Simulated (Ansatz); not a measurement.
# Data sheet: FeSi (DFT)

FeSi:
```xyz
12
Lattice="4.8318 0.0000 0.0000 -2.4159 4.1844 0.0000 0.0000 0.0000 7.7391" Properties=species:S:1:pos:R:3 pbc="T T T"
Fe     2.4159     0.0000     0.0000
Fe     1.2079     2.0922     0.0000
Fe    -1.2079     2.0922     0.0000
Si     0.0000     0.0000     0.0000
Si     0.0000     2.7896     1.9348
Si     2.4159     1.3948     1.9348
Fe     2.4159     0.0000     3.8696
Fe     1.2079     2.0922     3.8696
Fe    -1.2079     2.0922     3.8696
Si     0.0000     0.0000     3.8696
Si     0.0000     2.7896     5.8043
Si     2.4159     1.3948     5.8043
```
The run is spin-polarised; directions of the spins, atom by atom: ↑ ↑ ↑ 0 0 0 ↓ ↓ ↓ 0 0 0.

Space group P6/mmm (No. 191); conventional cell a = 4.8318 Å, b = 4.8318 Å, c = 3.8696 Å, α = 90.00°, β = 90.00°, γ = 120.00°.

Method: PBE in the plane-wave PAW code Ansatz. The cell and atoms are relaxed at this level. Other levels are named where they apply.

Cell and energy:

```json
{
  "volume_per_atom": "13.04 Å³",
  "density": "5.34 g/cm³",
  "Formation energy from the elements (no fitted shifts)": "-0.32 eV/atom"
}
```

Electronic structure:

```json
{
  "electronic_character": "metallic (no gap)",
  "Density of states at the Fermi level": "0.69 states/eV per atom (mean over ±0.08 eV)"
}
```

Magnetism:

```json
{
 "magnetic_order": "antiferromagnetic",
 "net_moment": "0.00 μB per atom"
}
```

Mechanics:

```json
{
  "Bulk modulus (Birch–Murnaghan fit)": "177 GPa",
  "Pressure derivative B′": "4.7"
}
```

A made-up cell: these elements were put on the sites of a structure type; neither database checked (COD, Materials Project) lists it. COD files the formula under space group No. 198. Whether it is the stable phase at ambient conditions was not checked. The cell was relaxed with PBE under the symmetry of its start, as lowered by the spin order; whether a distortion lowers the energy is not shown. The final state is antiferromagnetic, chosen from 3 collinear starts compared on coarse meshes (ties went to the first, and starts can fall back to one state), not a proven ground state. Point labels and valley counts follow the cell and symmetry of the run, lower than the named group. The references are the lowest solids computed at this level, not always the standard phases.

Potentials: the later of the program's two PAW sets.
